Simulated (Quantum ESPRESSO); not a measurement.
# TiHf4WIn2: input and log of a self-consistent run

Simulated, not a measurement. The program is pw.x of Quantum ESPRESSO 7.5 (plane-wave density functional theory). The cell is made up: eight metal atoms on a hexagonal close-packed lattice, with elements, volume, strain and displacements drawn at random and not relaxed, so it may be unstable or far from any real phase. PseudoDojo standard norm-conserving files set the functional (PBE unless stated); there is no spin polarisation or spin-orbit coupling, the Fermi-Dirac width of 0.25 eV means electrons at about 2900 K, and the masses in the input are unused placeholders. Heavy elements are run without spin-orbit coupling, which real alloys of them have. A spin test at this wide smearing found no moment, but such smearing suppresses magnetism that the real alloy may have.

Input:

```
&control calculation='scf', pseudo_dir='./dojo.nc.sr.pbe.v0_5.standard.upf', outdir='./o', disk_io='minimal', tprnfor=.true., tstress=.true. /
&system ibrav=0, nat=8, ntyp=4, nbnd=66, ecutwfc=84.00895049, nosym=.true., tot_charge=0,
 occupations='smearing', smearing='fd', degauss=0.0183746611
/
&electrons conv_thr=1.470e-08, electron_maxstep=70, mixing_beta=0.5 /
ATOMIC_SPECIES
Hf 1.0 Hf.upf
In 1.0 In.upf
Ti 1.0 Ti.upf
W 1.0 W.upf
CELL_PARAMETERS angstrom
-3.2121 0.0108 0.0277
0.0248 5.659 -5.1295
0.0622 -5.5844 -5.0472
ATOMIC_POSITIONS angstrom
Ti -0.0059 0.0159 0.0119
Hf 0.0153 1.8991 -2.5355
Hf 0.0458 0.0318 -5.1179
W 0.0431 1.9506 -7.6028
Hf -1.5784 -0.9165 -2.5142
In -1.5829 -2.7383 -5.0415
In -1.4954 -0.8718 -7.6142
Hf -1.5649 2.8624 -5.0508
K_POINTS automatic
7 3 3 1 1 1
```

The log is shortened where brackets say so; the opening notice, blank lines, dates and the lines on written files are dropped, and the path of the files is cut. It prints rydbergs, bohrs and kilobars, and counts compression as positive stress. Its total energy is the free energy E - TS of the whole cell.

```
     Program PWSCF v.7.5
     Parallel version (MPI & OpenMP), running on       4 processor cores
     Number of MPI processes:                 4
     Threads/MPI process:                     1
     [start-up lines left out]
     bravais-lattice index     =            0
     lattice parameter (alat)  =       6.0702  a.u.
     unit-cell volume          =    1239.9379 (a.u.)^3
     number of atoms/cell      =            8
     number of atomic types    =            4
     number of electrons       =       100.00
     number of Kohn-Sham states=           66
     kinetic-energy cutoff     =      84.0090  Ry
     charge density cutoff     =     336.0358  Ry
     scf convergence threshold =      1.5E-08
     mixing beta               =       0.5000
     number of iterations used =            8  plain     mixing
     Exchange-correlation= PBE
                           (   1   4   3   4   0   0   0)
     [axes and pseudopotential details left out]
   Cartesian axes
     site n.     atom                  positions (alat units)
         1        Ti     tau(   1) = (  -0.0018367   0.0049498   0.0037046  )
         2        Hf     tau(   2) = (   0.0047630   0.5912078  -0.7893252  )
         3        Hf     tau(   3) = (   0.0142580   0.0098996  -1.5932508  )
         4        W      tau(   4) = (   0.0134174   0.6072403  -2.3668237  )
         5        Hf     tau(   5) = (  -0.4913709  -0.2853151  -0.7826943  )
         6        In     tau(   6) = (  -0.4927718  -0.8524587  -1.5694667  )
         7        In     tau(   7) = (  -0.4655322  -0.2713996  -2.3703726  )
         8        Hf     tau(   8) = (  -0.4871682   0.8910922  -1.5723619  )
     number of k points=    32  Fermi-Dirac smearing, width (Ry)=  0.0184
                       cart. coord. in units 2pi/alat
        k(    1) = (  -0.0723478  -0.0010154  -0.1058414), wk =   0.0634921
        k(    2) = (  -0.0698751   0.1910102   0.1060183), wk =   0.0634921
     [further k points left out]
     Dense  grid:   128983 G-vectors     FFT dimensions: (  36,  90,  90)
     Estimated max dynamical RAM per process >     364.33 MB
     Estimated total dynamical RAM >       1.33 GB
     Initial potential from superposition of free atoms
     starting charge      99.9827, renormalised to     100.0000
     Starting wfcs are   78 randomized atomic wfcs
     total cpu time spent up to now is        5.9 secs
     per-process dynamical memory:   258.3 Mb
     Self-consistent Calculation
     iteration #  1     ecut=    84.01 Ry     beta= 0.50
     Davidson diagonalization with overlap
     ethr =  1.00E-02,  avg # of iterations =  2.2
     Threshold (ethr) on eigenvalues was too large:
     Diagonalizing with lowered threshold
     Davidson diagonalization with overlap
     ethr =  3.17E-04,  avg # of iterations =  4.9
     total cpu time spent up to now is       31.6 secs
     total energy              =    -987.33781385 Ry
     estimated scf accuracy    <       0.38617730 Ry
     iteration #  2     ecut=    84.01 Ry     beta= 0.50
     Davidson diagonalization with overlap
     ethr =  3.86E-04,  avg # of iterations =  5.6
     total cpu time spent up to now is       47.4 secs
     total energy              =    -986.98744923 Ry
     estimated scf accuracy    <       5.93389722 Ry
     iteration #  3     ecut=    84.01 Ry     beta= 0.50
     Davidson diagonalization with overlap
     ethr =  3.86E-04,  avg # of iterations =  4.1
     total cpu time spent up to now is       60.9 secs
     total energy              =    -987.33933438 Ry
     estimated scf accuracy    <       1.82436965 Ry
     iteration #  4     ecut=    84.01 Ry     beta= 0.50
     Davidson diagonalization with overlap
     ethr =  3.86E-04,  avg # of iterations =  2.8
     total cpu time spent up to now is       72.9 secs
     total energy              =    -987.43302671 Ry
     estimated scf accuracy    <       0.44954039 Ry
     iteration #  5     ecut=    84.01 Ry     beta= 0.50
     Davidson diagonalization with overlap
     ethr =  3.86E-04,  avg # of iterations =  2.0
     total cpu time spent up to now is       83.7 secs
     total energy              =    -987.43370024 Ry
     estimated scf accuracy    <       0.59106159 Ry
     [iterations 6 to 13 left out]
     iteration # 14     ecut=    84.01 Ry     beta= 0.50
     Davidson diagonalization with overlap
     ethr =  8.70E-10,  avg # of iterations =  3.0
     total cpu time spent up to now is      194.0 secs
     total energy              =    -987.47918905 Ry
     estimated scf accuracy    <       0.00000116 Ry
     iteration # 15     ecut=    84.01 Ry     beta= 0.50
     Davidson diagonalization with overlap
     ethr =  8.70E-10,  avg # of iterations =  1.0
     total cpu time spent up to now is      204.1 secs
     total energy              =    -987.47918912 Ry
     estimated scf accuracy    <       0.00000012 Ry
     iteration # 16     ecut=    84.01 Ry     beta= 0.50
     Davidson diagonalization with overlap
     ethr =  1.24E-10,  avg # of iterations =  3.8
     total cpu time spent up to now is      215.9 secs
     total energy              =    -987.47918913 Ry
     estimated scf accuracy    <       0.00000005 Ry
     iteration # 17     ecut=    84.01 Ry     beta= 0.50
     Davidson diagonalization with overlap
     ethr =  4.60E-11,  avg # of iterations =  2.2
     total cpu time spent up to now is      226.7 secs
     total energy              =    -987.47918913 Ry
     estimated scf accuracy    <       0.00000002 Ry
     iteration # 18     ecut=    84.01 Ry     beta= 0.50
     Davidson diagonalization with overlap
     ethr =  1.76E-11,  avg # of iterations =  2.3
     total cpu time spent up to now is      237.8 secs
     End of self-consistent calculation
     [lines on levels left out]
!    total energy              =    -987.47918913 Ry
     estimated scf accuracy    <          6.7E-10 Ry
     smearing contrib. (-TS)   =      -0.14157884 Ry
     internal energy E=F+TS    =    -987.33761029 Ry
     The total energy is F=E-TS. E is the sum of the following terms:
     one-electron contribution =    -230.95319207 Ry
     hartree contribution      =     160.09005327 Ry
     xc contribution           =    -244.20637356 Ry
     ewald contribution        =    -672.26809793 Ry
     convergence has been achieved in  18 iterations
     Forces acting on atoms (cartesian axes, Ry/au):
     atom    1 type  3   force =     0.00213033    0.01275524    0.01138121
     atom    2 type  1   force =     0.00033427   -0.01811338   -0.00664594
     atom    3 type  1   force =     0.00193679    0.02992218    0.00231026
     atom    4 type  4   force =     0.00080218   -0.00403177    0.01509997
     atom    5 type  1   force =    -0.00036257   -0.00961336    0.01271770
     atom    6 type  2   force =     0.00315159   -0.01800830    0.02971109
     atom    7 type  2   force =    -0.00441950    0.02143561   -0.02624442
     atom    8 type  1   force =    -0.00357308   -0.01434622   -0.03832986
     Total force =     0.078392     Total SCF correction =     0.000103
     Computing stress (Cartesian axis) and pressure
          total   stress  (Ry/bohr**3)                   (kbar)     P=      -86.03
  -0.00061750   0.00000808   0.00003982          -90.84        1.19        5.86
   0.00000808  -0.00076123   0.00010821            1.19     -111.98       15.92
   0.00003982   0.00010821  -0.00037566            5.86       15.92      -55.26
     init_run     :      5.57s CPU      5.81s WALL (       1 calls)
     electrons    :    228.65s CPU    231.90s WALL (       1 calls)
     forces       :      2.12s CPU      2.15s WALL (       1 calls)
     stress       :      7.42s CPU      7.60s WALL (       1 calls)
     [timing details left out]
     PWSCF        :   4m 3.93s CPU   4m 7.65s WALL
     JOB DONE.
```

In other units: free energy -13435.339 eV for the cell, pressure -8.60 GPa, largest force component 0.986 eV/Å in size. The run took 249 s of wall time with four MPI processes on a shared machine (Intel Xeon, older, virtual cores), so the time is rough. A rerun of this cell at a higher cutoff and on a denser mesh moved values by no more than 0.004 eV in energy, 0.03 GPa in stress and 0.009 eV/Å in force, and a second program with other atomic files agreed on that cell to 2 % rms in force and 0.5 GPa in pressure.